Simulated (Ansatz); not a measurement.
Al$_{2}$Ru:
```
Al2Ru
1.0
    0.00000     3.95791     4.35079
    2.33230     0.00000     4.35079
    2.33230     3.95791     0.00000
Al Ru
4 2
Direct
  0.07886   0.42114   0.07886
  0.42114   0.07886   0.42114
  0.17114   0.82886   0.17114
  0.82886   0.17114   0.82886
  0.75000   0.75000   0.75000
  0.50000   0.50000   0.50000
```

Relaxed with LDA. Special points in fractions of this cell's reciprocal vectors: Γ (0.000, 0.000, 0.000); Y (0.500, 0.000, 0.500); T (1.000, 0.500, 0.500); Z (0.500, 0.500, 0.000); Σ0 (0.000, 0.409, 0.409); U0 (1.000, 0.591, 0.591); C0 (0.500, 0.235, 0.735); A0 (0.500, 0.765, 0.265); L (0.500, 0.500, 0.500).

Problem. List the band energies nearest the valence-band maximum at these points for plane-wave PAW LDA (Ansatz code).

Solution. In eV from the valence-band maximum; about four levels below and three above (degenerate sets whole), none deeper than 8.9 eV; points with the same levels are listed once.

```tsv
k	below	above
Γ	-2.06 -1.29 -1.25 0.00	1.71 2.34 2.41
Y	-2.34 -2.34 -1.50 -1.50	1.80 1.80 2.47 2.47
T	-2.60 -2.60 -1.31 -1.31	0.36 0.36 4.71 4.71
Z	-1.65 -1.65 -1.37 -1.37	2.31 2.31 2.52 2.52
Σ0	-2.40 -2.28 -1.63 -1.23	0.15 1.13 3.73
C0	-2.06 -2.06 -1.19 -1.19	1.71 1.71 2.66 2.66
L	-2.26 -2.17 -1.18 -0.91	0.34 0.74 1.88
```

Space group Fddd. The first step of the workflow began from a Materials Project structure, measured or hypothetical; the Crystallography Open Database copy checked does not list it. With Al and Ru taken as one species the cell has the higher symmetry Fddd, so it may be an ordered model of a mixed-site phase. Whether it is the stable phase at ambient conditions was not checked. Symmetry was held in the LDA relaxation; phonons on a q-mesh show no instability. The run is not spin-polarised. Spin–orbit coupling is left out wherever it is not named.

Potentials: the later of the program's two PAW sets.
